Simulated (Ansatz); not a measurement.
Values for one crystal, relaxed and computed with DFT-PBEsol in the program Ansatz with PAW potentials; other levels are named.

```yaml
volume_per_atom: 14.23 Å³
electronic_character: metallic (no gap)
Bulk modulus (Birch–Murnaghan fit): 182 GPa
Elastic constants (relaxed ions, GPa): C11 = 298, C12 = 124, C44 = 14.2
debye_temperature_from_the_elastic_constants: 266 K
Young's modulus: 91.4 GPa
Density of states at the Fermi level: 0.33 states/eV per atom (mean over ±0.08 eV)
```

Question: Which of these materials gives this?
(A) CoPdO2, R-3m (Pd on 3a, Co on 3b, O on 6c)
(B) ZrN, rock salt
(C) ScPd3N, anti-perovskite
(D) CeBPd3, cubic perovskite

Answer: C, ScPd3N, anti-perovskite

Space group Pm-3m (anti-perovskite). The start of the workflow was typed in or built on a structure type; neither database checked (COD, Materials Project) lists it. Whether it is the stable phase at ambient conditions was not checked. The cell was relaxed with PBEsol under the symmetry of its start; phonons show weakly imaginary modes. No spin polarisation was allowed. As this level gives no gap, shear constants depend on the k-mesh and smearing (Fermi–Dirac, 0.1 eV here). Scalar-relativistic: spin–orbit coupling is off unless named, which matters more the heavier the elements.

Potentials: the later of the program's two PAW sets.
